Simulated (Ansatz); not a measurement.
PbO$_{2}$:
```
PbO2
1.0
    4.93648     0.00000     0.00000
    0.00000     4.93648     0.00000
    0.00000     0.00000     3.39059
Pb O
2 4
Direct
  0.00000   0.00000   0.00000
  0.50000   0.50000   0.50000
  0.30738   0.30738   0.00000
  0.69262   0.69262   0.00000
  0.19262   0.80738   0.50000
  0.80738   0.19262   0.50000
```

Relaxed with LDA. Special points in fractions of this cell's reciprocal vectors: Γ (0.000, 0.000, 0.000); X (0.000, 0.500, 0.000); M (0.500, 0.500, 0.000); Z (0.000, 0.000, 0.500); R (0.000, 0.500, 0.500); A (0.500, 0.500, 0.500).

Q: List the band energies nearest the Fermi level at these points for DFT-LDA in the program Ansatz with PAW potentials.

A: In eV from the Fermi level; about four levels below and three above (degenerate sets whole), none deeper than 8.9 eV; points with the same levels are listed once.

```json
[
 {"k": "Γ", "below": "-0.64 -0.64 -0.63 -0.61 -0.61", "above": "0.07 4.31 5.75 5.75"},
 {"k": "X", "below": "-0.66 -0.66 -0.41 -0.41", "above": "2.54 2.54 6.35 6.35"},
 {"k": "M", "below": "-0.67 -0.67 -0.50 -0.50", "above": "2.94 2.94 6.71 6.71"},
 {"k": "Z", "below": "-1.21 -1.21 -0.83 -0.83", "above": "3.85 3.85 8.84 8.84"},
 {"k": "R", "below": "-0.84 -0.84 -0.18 -0.18", "above": "4.18 4.18 7.34 7.34"},
 {"k": "A", "below": "-0.72 -0.72 -0.55 -0.55", "above": "2.90 2.90 8.20 8.20"}
]
```

Space group P4_2/mnm (rutile). The cell was relaxed with LDA under the symmetry of its start; of distortions, only those at the zone centre were tested, and some modes there are weakly imaginary. A small band overlap can be real or an error of a semilocal functional. Spin–orbit coupling is left out wherever it is not named.

Potentials: the later of the program's two PAW sets.
